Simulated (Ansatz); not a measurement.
BaCuTeF:
```yaml
crystal:
  lattice:
    - [4.35970, 0.00000, 0.00000]
    - [0.00000, 4.35970, 0.00000]
    - [0.00000, 0.00000, 9.27197]
  atoms:
    - { symbol: Ba, position: [0.00000, 0.50000, 0.65853] }
    - { symbol: Ba, position: [0.50000, 0.00000, 0.34147] }
    - { symbol: Cu, position: [0.00000, 0.00000, 0.00000] }
    - { symbol: Cu, position: [0.50000, 0.50000, 0.00000] }
    - { symbol: Te, position: [0.50000, 0.00000, 0.83909] }
    - { symbol: Te, position: [0.00000, 0.50000, 0.16091] }
    - { symbol: F, position: [0.50000, 0.50000, 0.50000] }
    - { symbol: F, position: [0.00000, 0.00000, 0.50000] }
```

Relaxed with PBEsol.

Task: Give the optical modes at the zone centre with their infrared activity from DFPT, plane-wave PAW PBEsol (Ansatz code).

Result: Transverse frequencies, without the LO–TO term; a row sums one degenerate level.

| ω (cm⁻¹) | degeneracy | IR ((D/Å)²/amu) | activity | symmetry |
|---|---|---|---|---|
| 31i | 2 | 0.00 | IR-inactive | Eg |
| 70 | 1 | 1.84 | IR | A2u |
| 73 | 2 | 0.52 | IR | Eu |
| 90 | 2 | 0.00 | IR-inactive | Eg |
| 112 | 1 | 0.00 | IR-inactive | B1g |
| 117 | 1 | 0.00 | IR-inactive | A1g |
| 126 | 2 | 6.68 | IR | Eu |
| 137 | 1 | 1.81 | IR | A2u |
| 142 | 1 | 0.00 | IR-inactive | A1g |
| 146 | 2 | 0.00 | IR-inactive | Eg |
| 196 | 1 | 0.00 | IR-inactive | B1g |
| 196 | 2 | 15.65 | IR | Eu |
| 239 | 2 | 0.00 | IR-inactive | Eg |
| 246 | 1 | 18.08 | IR | A2u |

Task: How high does the top mode go among those that the LO–TO term moves?

Result: 228 cm⁻¹ for q along x, 228 cm⁻¹ for q along y, 327 cm⁻¹ for q along z.

Space group P4/nmm. The workflow started from a Materials Project entry (that database holds measured and hypothetical structures alike); the Crystallography Open Database copy checked does not list it. Its standing as an ambient phase is unchecked. The PBEsol relaxation kept the symmetry of its start; phonons show weakly imaginary modes. The run is not spin-polarised. No Hubbard U is applied. Scalar-relativistic: spin–orbit coupling is off unless named, which matters more the heavier the elements.

Potentials: the later of the program's two PAW sets.
